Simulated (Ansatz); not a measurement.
## A film clamped to a substrate in TiC

Level of theory: DFT r2SCAN, scalar-relativistic, plane waves, PAW in Ansatz 0.2.0. Cutoff 500 eV, Γ-centred 18×18×18 k-points, Gaussian smearing of 0.15 eV. No spin polarisation. Energies are free energies at this smearing, counted from the undisturbed cell; pressure is positive in compression.

Zero of the scan (as given, not relaxed at this level; it stands at 0.0 GPa):

```yaml
crystal:
  lattice:
    - [0.00000, 2.16400, 2.16400]
    - [2.16400, 0.00000, 2.16400]
    - [2.16400, 2.16400, 0.00000]
  atoms:
    - { symbol: Ti, position: [0.00000, 0.00000, 0.00000] }
    - { symbol: C, position: [0.50000, 0.50000, 0.50000] }
```

The cell (2 atoms, V0 = 20.27 Å³) is strained by p along both x and y and by q along z, fractional coordinates fixed. τp = (1/V0) ∂E/∂p = (σxx + σyy)(1 + p)(1 + q) and τq = (1/V0) ∂E/∂q = σzz(1 + p)², with tension positive.

```
     p q  ΔE (meV/atom)  τp (GPa)  τq (GPa)
 0.000   0.000           0.00      0.06      0.03
-0.015   0.000           9.79    -21.21     -3.87
 0.015   0.000           8.98     18.41      3.86
 0.000  -0.015           3.96     -3.84     -8.61
 0.000   0.015           3.59      3.88      7.33
```

Problem. Get the second derivatives of the energy density.

Solution. Central differences give A = ∂τp/∂p = 1321 GPa (C11 + C22 + 2 C12), C = ∂τq/∂q = 531 GPa (C33) and the cross term B = ∂τq/∂p = 257 GPa (C13 + C23); ∂τp/∂q = 257 GPa must equal B, and any difference shows higher-order terms. The ions are clamped. In a cubic crystal C11 = C = 531, C12 = B/2 = 129 GPa and A should be 2(C11 + C12) = 1320 GPa; the bulk modulus is (C11 + 2 C12)/3 = 263 GPa.

Problem. A film of this crystal grows with z along the normal on a substrate that imposes p. How does its thickness respond, and what does the misfit cost?

Solution. Count p and q from the stress-free cell. A free surface needs τq = 0, so q = −(B/C) p = -0.48 p. The energy density left is (A − B²/C) p²/2 = M p², with the biaxial modulus M = 598 GPa; a misfit of 1 % costs 3.78 meV/atom, against 4.18 meV/atom if the thickness were held.

At p = -0.030 the energies along q are 73.4 (q = -0.030), 52.8 (q = -0.015), 41.3 (q = 0.000), 37.5 (q = 0.015), 40.3 (q = 0.030) meV/atom.

Problem. Does the linear rule hold at this misfit?

Solution. A parabola through the lowest point and its neighbours has its minimum at q = 0.016, 37.5 meV/atom. With the stress left in the starting cell, τp0 and τq0, linear elasticity gives q = −(τq0 + Bp)/C = 0.014 and E = V0(τp0 p + τq0 q + Ap²/2 + Bpq + Cq²/2)/N = 33.9 meV/atom. The energies differ by more than a tenth, so the quadratic law fails here: the gap holds the anharmonic part, with some error from the wide steps. Cubic terms also shift the vertex of so wide a parabola.

In a metal these slopes depend on the k mesh and the smearing.